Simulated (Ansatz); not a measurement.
Problem. Name crystals whose computed values (plane-wave PAW r²SCAN (Ansatz code)) fall in these windows: electron conductivity mass (mₑ) 0.35 to 0.48; gap (eV) 1.4 to 2.0; B₀ by P(V) fit (GPa) 16 to 21.

Solution. 

```
crystal                            electron conductivity mass (mₑ)  gap (eV)  B₀ by P(V) fit (GPa)
---------------------------------  -------------------------------  --------  --------------------
TlSbS2, P-1 (Pearson symbol aP16)                             0.41      1.71                  19.2
```
Others may fit too.

Standing as an ambient phase not checked: TlSbS2, P-1 (Pearson symbol aP16). The cell was relaxed under the symmetry of its start. Spin–orbit coupling is left out wherever it is not named.

Potentials: the later of the program's two PAW sets.
